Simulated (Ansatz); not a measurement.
TiRh (space group P4/mmm)

```xyz
4
Lattice="5.7886 0.0000 0.0000 2.8943 2.8943 0.0000 0.0000 0.0000 3.3562" Properties=species:S:1:pos:R:3 pbc="T T T"
Ti     1.4472     1.4472     1.6781
Ti     4.3415     1.4472     1.6781
Rh     0.0000     0.0000     0.0000
Rh     2.8943     0.0000     0.0000
```

The atoms are displaced by Q × the pattern below (from a DFPT mode at M = (0.5, 0.5, 0.0), largest move 1; Q in Å), at fixed cell. It is one choice among 2 degenerate patterns. (q is in reciprocal vectors of the primitive cell; the cell shown is doubled to hold the pattern.)

```csv
atom,x,y,z
Ti1,0.565,0.000,0.000
Ti2,-0.565,0.000,0.000
Rh3,0.000,1.000,0.000
Rh4,0.000,-1.000,0.000
```

The numbers are results of LDA (plane waves to 420 eV, PAW, scalar-relativistic; Ansatz, a program for electronic structure), not measurements. k mesh 16×16×14 (Γ-centred), Fermi-Dirac smearing 0.05 eV. Energies are smeared free energies. With partly filled bands, energies and forces of such displacements shift with the k mesh and the smearing. TiRh is run without spin polarisation. TiRh was relaxed with its symmetry unable to fall. The zero of ΔE is the undisplaced structure.

| Q (Å) | ΔE (eV/cell) |
|---|---|
| -0.100 | 0.160 |
| -0.067 | 0.071 |
| -0.033 | 0.018 |
| 0.000 | 0.000 |
| 0.033 | 0.018 |
| 0.067 | 0.071 |
| 0.100 | 0.160 |

Q: Which DFPT wavenumber at M = (0.5, 0.5, 0.0) belongs to this mode?
A. 149 cm⁻¹
B. 116 cm⁻¹
C. 279 cm⁻¹
D. 192 cm⁻¹

A: D, 192 cm⁻¹. The curvature of the scan gives 192 cm⁻¹

(A displaced cell: forces are minus the slopes of the energy, force constants its curvatures, and phonons follow from these.)
